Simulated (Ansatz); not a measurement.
# Structures of Ta2Co: which is lowest?

Plane-wave DFT in Ansatz with scalar-relativistic PAW potentials, cutoff 500 eV, Γ-centred meshes chosen by cell and gap, Gaussian smearing with energies taken to zero width. Every cell was relaxed (cell and atoms) in a run of its own, within the symmetry of its start. Functional: r2SCAN.

Relaxed structures (starts from databases or built by putting these elements on another compound's sites):
A. Fd-3m, 6 atoms in the computed cell, a = 7.476 Å; sites (symmetry × multiplicity) Ta .-3m × 16, Co -43m × 8; start: built
B. Fm-3m, 3 atoms in the computed cell, a = 5.915 Å; sites (symmetry × multiplicity) Ta -43m × 8, Co m-3m × 4; start: built
C. P6/mmm, 3 atoms in the computed cell, a = 4.630 Å, c = 2.638 Å; sites (symmetry × multiplicity) Ta -6m2 × 2, Co 6/mmm × 1; start: built

Question: Rank them by energy. Could pressure change the order?

Answer:
| structure | group | E − E(lowest) (meV/atom) | V (Å³/atom) | gap on mesh (eV) |
| --- | --- | --- | --- | --- |
| B | Fm-3m | 0.0 | 17.25 | 0.00 |
| C | P6/mmm | 234 | 16.32 | 0.00 |
| A | Fd-3m | 484 | 17.41 | 0.00 |

B is lowest, 234 meV/atom under C. C is denser by 0.92 Å³/atom, so pressure favours it: ΔE/ΔV, with ΔE in eV and 1 eV/Å³ = 160.2 GPa, gives about 41 GPa for equal enthalpy if both cells were rigid; at such pressures compression changes ΔV much, so this is a scale only. Other structures may lie lower than all of these, and vibrations aren't counted.

The state reached may not be the lowest one. Spin-orbit coupling is left out, which matters for the bands of heavy elements. Magnetic cells started from one order each; another order can shift an energy by tens of meV per atom.